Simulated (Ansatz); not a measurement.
**WC (P-6m2): from strained cells to moduli**

```
W C
1.0
     2.91255    0.00000    0.00000
    -1.45627    2.52234    0.00000
     0.00000    0.00000    2.83550
W C
1 1
Cartesian
  0.0000 0.0000 0.0000
  1.4563 0.8408 1.4177
```

Computed, not measured; unless marked otherwise by r²SCAN, PAW on Ansatz 0.2.0's default frozen-core files (fitted under PBE), scalar-relativistic. k mesh 18×18×16, Fermi-Dirac smearing of 0.100 eV, cutoff 500 eV. The cell was relaxed by PAW under this functional.

The cell is hexagonal and carries a residual pressure of 0.01 GPa at this level. Each strain component that symmetry leaves independent is applied at ±0.005, the ions relax wherever a strain frees them, and the stress (tension positive, GPa) is read. Shears are engineering strains, γ = 2ε.

```csv
strain,size,σxx,σyy,σzz,σyz,σxz,σxy
xx,-0.005,-3.7539,-1.2099,-0.9070,0.0000,0.0000,0.0000
xx,+0.005,3.6106,1.1760,0.8346,0.0000,0.0000,0.0000
zz,-0.005,-0.8939,-0.8939,-5.0806,0.0000,0.0000,0.0000
zz,+0.005,0.8482,0.8482,4.8752,0.0000,0.0000,0.0000
yz,-0.005,-0.0125,-0.0181,-0.0394,-1.5755,0.0000,0.0000
yz,+0.005,-0.0125,-0.0181,-0.0394,1.5755,0.0000,0.0000
```

A central difference gives one constant, for example C11 ≈ (3.6106 − (-3.7539))/(0.01) = 736.4 GPa; the program then imposes the crystal's symmetry on the whole matrix.

(1) What are the independent elastic constants?

(2) Is the crystal stable against homogeneous strain?

(3) What moduli does a random aggregate of grains have?

(4) With the density of 15.612 g/cm³, how fast does sound travel, and what Debye temperature follows?

## Answers

(1) C11 = 736.4, C12 = 238.6, C13 = 174.2, C33 = 995.6, C44 = 315.1 GPa.

(2) The least eigenvalue of the 6×6 matrix is 248.9 GPa, so yes.

(3) Voigt and Reuss bounds: B from 401.0 to 404.7 and G from 293.3 to 301.3 GPa; their means are B = 402.9 and G = 297.3 GPa. Then E = 9BG/(3B + G) = 715.7 GPa, ν = (3B − 2G)/(6B + 2G) = 0.204 and B/G = 1.36, on the brittle side of Pugh's 1.75 (a rule of thumb).

(4) 

| direction | slow (m/s) | middle (m/s) | fast (m/s) |
| --- | --- | --- | --- |
| x | 3993 | 4493 | 6868 |
| y | 3993 | 4493 | 6868 |
| z | 4493 | 4493 | 7986 |

The mean of v⁻³ over directions and branches gives v_m = 4802 m/s and θ_D = (ħ/k_B) v_m (6π²n)^(1/3) = 655 K, n being atoms per volume. Young's modulus spans 645 to 933 GPa over directions, and the universal anisotropy index is 0.15.

Caveats: frozen-core PAW files fitted under PBE, their cores solved anew for the functional of the run; responses of metals move with mesh and smearing; no spin-orbit coupling on heavy atoms.
